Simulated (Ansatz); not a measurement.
LaBiS₂O:
```
CELL_PARAMETERS angstrom
      4.03183     0.00000     0.00000
      0.00000     4.03183     0.00000
      0.00000     0.00000    14.02545
ATOMIC_POSITIONS crystal
  La 0.50000 0.00000 0.58919
  La 0.00000 0.50000 0.41081
  Bi 0.00000 0.50000 0.86920
  Bi 0.50000 0.00000 0.13080
  S  0.50000 0.00000 0.89031
  S  0.00000 0.50000 0.10969
  S  0.00000 0.50000 0.69178
  S  0.50000 0.00000 0.30822
  O  0.00000 0.00000 0.50000
  O  0.50000 0.50000 0.50000
```

Relaxed with r²SCAN+D4.

Q: Give the Bader charges and basin volumes of the independent atoms, the program Ansatz at the r²SCAN+D4 level (PAW).

A: 

| atom | Bader charge (e) | Bader volume (Å³) |
|---|---|---|
| La1 | +2.08 | 19.5 |
| Bi3 | +1.33 | 23.1 |
| S5 | -0.99 | 29.1 |
| S7 | -1.09 | 29.6 |
| O9 | -1.33 | 12.7 |

Space group P4/nmm. The first step of the workflow began from a Materials Project structure, measured or hypothetical; the Crystallography Open Database copy checked does not list it. Its standing as an ambient phase is unchecked. The r²SCAN+D4 relaxation kept the symmetry of its start. At this level the phase is dynamically unstable (imaginary phonons). Scalar-relativistic: spin–orbit coupling is off unless named, which matters more the heavier the elements.

Potentials: the earlier of the program's two PAW sets.
